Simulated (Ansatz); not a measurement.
A relaxation computed with Ansatz, from input to last step.

```yaml
crystal:
  lattice:
    - [4.7422462261, 0.0, 0.0]
    - [0.0, 4.7422462261, 0.0]
    - [0.0, 0.0, 7.6130989948]
  atoms:
    - { symbol: "Y", position: [0.0, 0.0, 0.0] }
    - { symbol: In, position: [0.0, 0.5, 0.302524429] }
    - { symbol: In, position: [0.0, 0.5, 0.697475571] }
    - { symbol: In, position: [0.5, 0.0, 0.302524429] }
    - { symbol: In, position: [0.5, 0.0, 0.697475571] }
    - { symbol: In, position: [0.5, 0.5, 0.0] }
    - { symbol: Rh, position: [0.0, 0.0, 0.5] }
basis:
  ecutwfc: 420
kpoints:
  mp_grid: { grid: [8, 8, 6] }
hamiltonian:
  xc: pbesol
scf:
  occupations: { method: gaussian, width: 0.1 }
output:
  forces: true
  stress: true
  eigenvalues: true
relax:
  adjacent_minimum: "off"
  f_tol: 0.01
  max_steps: 30
  cell: { stress_tol: 0.1, fix: [volume] }
```

```bash
ansatz run input.yaml --threads 2 --pin off --max-ram 5120MiB --backend cpu --events-out ev --progress --plain --runs-dir out
```

These are results of DFT PBEsol, scalar-relativistic, plane waves, PAW (Ansatz), not measurements.

The volume is held at 1.1 times that of the relaxed cell.

Of 4 frames 3 are shown, positions in Å and forces in eV/Å; the SCF threshold varies from step to step. Steps run on the plane waves of an earlier cell, with a Pulay correction in the pressure. The basis is chosen afresh for the last frame, the zero of the energies, and at times for earlier ones too; energy and pressure step there, also at an unchanged geometry.

```xyz
7
Lattice="4.7422 0.0000 0.0000 0.0000 4.7422 0.0000 0.0000 0.0000 7.6131" Properties=species:S:1:pos:R:3:forces:R:3 pbc="T T T" step=1 free_energy_over_end_meV_per_atom=0.30 pressure_GPa=-6.12
Y     0.0000    0.0000    0.0000    0.0000    0.0000    0.0000
In    0.0000    2.3711    2.3031    0.0000    0.0000    0.0948
In    0.0000    2.3711    5.3100    0.0000    0.0000   -0.0948
In    2.3711    0.0000    2.3031    0.0000    0.0000    0.0948
In    2.3711    0.0000    5.3100    0.0000    0.0000   -0.0948
In    2.3711    2.3711    0.0000    0.0000    0.0000    0.0000
Rh    0.0000    0.0000    3.8065    0.0000    0.0000    0.0000
7
Lattice="4.7447 0.0000 0.0000 0.0000 4.7447 0.0000 0.0000 0.0000 7.6053" Properties=species:S:1:pos:R:3:forces:R:3 pbc="T T T" step=2 free_energy_over_end_meV_per_atom=0.24 pressure_GPa=-5.92
Y     0.0000    0.0000    0.0000    0.0000    0.0000    0.0000
In    0.0000    2.3723    2.3207    0.0000    0.0000   -0.0872
In    0.0000    2.3723    5.2847    0.0000    0.0000    0.0872
In    2.3723    0.0000    2.3207    0.0000    0.0000   -0.0872
In    2.3723    0.0000    5.2847    0.0000    0.0000    0.0872
In    2.3723    2.3723    0.0000    0.0000    0.0000    0.0000
Rh    0.0000    0.0000    3.8027    0.0000    0.0000    0.0000
7
Lattice="4.7431 0.0000 0.0000 0.0000 4.7431 0.0000 0.0000 0.0000 7.6105" Properties=species:S:1:pos:R:3:forces:R:3 pbc="T T T" step=4 free_energy_over_end_meV_per_atom=0.00 pressure_GPa=-6.02
Y     0.0000    0.0000    0.0000    0.0000    0.0000    0.0000
In    0.0000    2.3715    2.3128    0.0000    0.0000    0.0019
In    0.0000    2.3715    5.2977    0.0000    0.0000   -0.0019
In    2.3715    0.0000    2.3128    0.0000    0.0000    0.0019
In    2.3715    0.0000    5.2977    0.0000    0.0000   -0.0019
In    2.3715    2.3715    0.0000    0.0000    0.0000    0.0000
Rh    0.0000    0.0000    3.8052    0.0000    0.0000    0.0000
```

Time: 24 s on 2 threads of AMD EPYC 9R45 96-Core Processor (Zen 5) (shared host), peak memory 0.83 GiB.